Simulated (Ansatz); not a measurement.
# PbS (rock salt): frozen-phonon scan

Relaxed PbS (rock salt):

```yaml
crystal:
  lattice:
    - [0.00000, 5.97499, 5.97499]
    - [2.98749, 0.00000, 2.98749]
    - [2.98749, 2.98749, 0.00000]
  atoms:
    - { symbol: S, position: [0.00000, 0.00000, 0.00000] }
    - { symbol: S, position: [0.50000, 0.00000, 0.00000] }
    - { symbol: Pb, position: [0.25000, 0.50000, 0.50000] }
    - { symbol: Pb, position: [0.75000, 0.50000, 0.50000] }
```

The atoms are displaced by Q × the pattern below (from a DFPT mode at L = (0.5, 0.0, 0.0), largest move 1; Q in Å), at fixed cell. (q is in reciprocal vectors of the primitive cell; the cell shown is doubled to hold the pattern.)

```
atom       x       y       z
----  ------  ------  ------
Pb3   -0.577   0.577   0.577
Pb4    0.577  -0.577  -0.577
```

Atoms not listed stay in place.

The numbers are results of r2SCAN (plane waves to 500 eV, PAW, scalar-relativistic; Ansatz, a first-principles code), not measurements. k mesh 5×10×10 (Γ-centred), Fermi-Dirac smearing 0.05 eV. Energies are smeared free energies. Compression counts positive. PbS was relaxed with its symmetry unable to fall. Spin-orbit coupling is left out, though Pb is heavy. The PAW data are Ansatz's earlier set. The zero of ΔE is the undisplaced structure.

```tsv
Q (Å)	ΔE (eV/cell)	−dE/dQ from forces (eV/Å)	P (GPa)
-0.180	0.2805	3.096	0.68
-0.150	0.1952	2.590	0.47
-0.120	0.1251	2.079	0.30
-0.090	0.0705	1.564	0.17
-0.060	0.0314	1.044	0.08
-0.030	0.0078	0.523	0.02
0.000	0.0000	0.000	0.00
0.030	0.0078	-0.523	0.02
0.060	0.0314	-1.044	0.08
0.090	0.0705	-1.564	0.17
0.120	0.1251	-2.079	0.30
0.150	0.1952	-2.590	0.47
0.180	0.2805	-3.096	0.68
```

Key numbers:

```
Quantity                                                                                                             Result
-----------------------------------------------------------  --------------------------------------------------------------
Energy at Q = 0.180 Å                                                                                        280.5 meV/cell
Space group of the distorted cell                                                        R-3m (No. 166), lowered from Fm-3m
Symmetry of the curve                                                                         even: the same for both signs
Shape of the curve                                           a single well with its minimum at or next to zero displacement
Harmonic wavenumber from the curvature (finite differences)                                                        107 cm⁻¹
Wavenumber by perturbation theory (DFPT, on another k mesh)                                                        107 cm⁻¹
```

(For displaced atoms, the force is minus the slope of the energy, and its curvature is a force constant, which sets phonon frequencies.)
